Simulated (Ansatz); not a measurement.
BaO:
```
BaO
1.0
    3.70322     0.00000     0.00000
   -1.85161     3.20708     0.00000
    0.00000     0.00000     6.47206
Ba O
2 2
Direct
  0.33333   0.66667   0.25000
  0.66667   0.33333   0.75000
  0.00000   0.00000   0.50000
  0.00000   0.00000   0.00000
```

Relaxed with LDA. Special points in fractions of this cell's reciprocal vectors: Γ (0.000, 0.000, 0.000); M (0.500, 0.000, 0.000); K (0.333, 0.333, 0.000); A (0.000, 0.000, 0.500); L (0.500, 0.000, 0.500); H (0.333, 0.333, 0.500).

**Question.** List the band energies nearest the valence-band maximum at these points for plane-wave PAW LDA (Ansatz code).

**Answer.** In eV from the valence-band maximum; about four levels below and three above (degenerate sets whole), none deeper than 8.9 eV; points with the same levels are listed once.

| k | below | above |
|---|---|---|
| Γ | -1.13 -1.13 -1.10 -1.10 -0.07 | 3.38 3.76 4.13 |
| M | -1.30 -0.63 -0.27 -0.02 | 2.37 4.88 5.22 |
| K | -0.90 -0.87 -0.87 -0.84 | 4.26 4.26 6.50 |
| A | -1.15 -1.15 -1.15 -1.15 | 4.06 4.06 5.85 5.85 |
| L | -1.14 -1.14 -0.96 -0.96 | 3.78 3.78 5.66 5.66 |
| H | -0.95 -0.95 0.00 0.00 | 4.80 4.80 5.45 5.45 |

Space group P6_3/mmc (NiAs type). The workflow started from a Materials Project entry (that database holds measured and hypothetical structures alike); the Crystallography Open Database copy checked does not list it. It is not the phase usual at ambient conditions (space group No. 225). Symmetry was held in the LDA relaxation; its stability against distortions is not shown here. Spin–orbit coupling is left out wherever it is not named.

Potentials: the later of the program's two PAW sets.
